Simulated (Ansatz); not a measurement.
SiMo (NiAs type, P6_3/mmc), PBE (plane waves, PAW; program Ansatz), all energies at zero smearing, with the estimated change up to a 700 eV cutoff added, with one set of potentials and settings (totals compare only within such a set). Cell of 4 atoms (2 Mo, 2 Si): -11184.892 eV.

```
element             reference phase  E (eV/atom)
-------  --------------------------  -----------
Mo       Im-3m, 1 atoms in the cell   -4956.0212
Si       Fd-3m, 2 atoms in the cell    -635.8096
```

Formation energy per atom, worked out: (-11184.892 − 2×(-4956.0212) − 2×(-635.8096))/4 = -0.308 eV/atom (-30 kJ per mol of atoms), at 0 K, without zero-point energy or fitted corrections.

A made-up cell: these elements were put on the sites of a structure type; neither database checked (COD, Materials Project) lists it. Whether it is the stable phase at ambient conditions was not checked. Symmetry was held in the PBE relaxation; its stability against distortions is not shown here. The run is not spin-polarised. The references are the lowest solids computed at this level, not always the standard phases.

Potentials: the later of the program's two PAW sets.
